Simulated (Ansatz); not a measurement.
Starting cell, SrO (rock salt):

```yaml
crystal:
  lattice:
    - [0.00000, 2.57997, 2.57997]
    - [2.57997, 0.00000, 2.57997]
    - [2.57997, 2.57997, 0.00000]
  atoms:
    - { symbol: O, position: [0.00000, 0.00000, 0.00000] }
    - { symbol: Sr, position: [0.50000, 0.50000, 0.50000] }
```

The atoms are displaced by Q × the pattern below (from a DFPT mode at Γ, largest move 1; Q in Å), at fixed cell. It is one choice among 3 degenerate patterns.

```csv
atom,x,y,z
O1,0.000,0.000,1.000
Sr2,0.000,0.000,-0.183
```

Level of theory: r2SCAN (plane waves to 500 eV, PAW, scalar-relativistic; Ansatz, a first-principles code). k mesh 11×11×11 (Γ-centred), Fermi-Dirac smearing 0.05 eV. SrO was relaxed with its symmetry unable to fall.

At one point of the scan the forces (eV/Å) are:

| atom | Fx | Fy | Fz |
|---|---|---|---|
| O1 | 0.000 | 0.000 | -0.976 |
| Sr2 | 0.000 | 0.000 | 0.976 |

Question: Which point is it?
A) Q = 0.140 Å
B) Q = 0.047 Å
C) Q = 0.233 Å
D) Q = 0.187 Å

Answer: C, Q = 0.233 Å

(A displaced cell: forces are minus the slopes of the energy, force constants its curvatures, and phonons follow from these.)
